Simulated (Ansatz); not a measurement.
**LiVB$_{2}$: reading a single point**

```xyz
4
Lattice="2.8077 0.0000 0.0000 -1.4039 2.4316 0.0000 -1.4039 0.8105 4.8732" Properties=species:S:1:pos:R:3 pbc="T T T"
V     0.0000    1.6211    2.4366
B    -1.4039    2.4316    3.5350
B     1.4039    0.8105    1.3382
Li    0.0000    0.0000    0.0000
```

Level: r2SCAN, no spin polarisation; 500 eV; 10×10×10 Γ-centred mesh; fermi-dirac occupations (width 0.1 eV); Ansatz 0.2.0, fixed geometry.

**Formation energy.** 0.83 eV an atom against the elements' usual phases (free molecules for gases, crystals otherwise, with no correction for O₂ or N₂), so at this geometry it isn't bound against them. Relaxing would lower it.
**Charges.** Bader charges in e: Li +0.82, V +0.86, B -0.84. In the mean V gives up most and B takes most.
**Stress.** The pressure is 48.6 GPa (compression positive), so with the atoms held at these fractions the cell would first expand; the forces are large, so a full relaxation may end otherwise. The principal stresses 41.5, 52.1, 52.1 GPa differ, so its shape would change too.
**Forces.** The largest is on B2 (and as large on other atoms): 1.80 eV/Å, components (0.00, 0.00, 1.80). It makes 124° with the line to a nearest neighbour, V1 at 1.96 Å.
**At the Fermi level.** It is a metal, with about 1.2 states/eV a cell as the mean within 0.25 eV of the Fermi level, mostly B p (45 %), V d (38 %) and B s (14 %).

Origin: a known structure type with other elements, at an estimated volume, so it need not be a known compound. Caveats: no spin polarisation, so a magnetic state may lie lower; atoms or cell far from equilibrium.
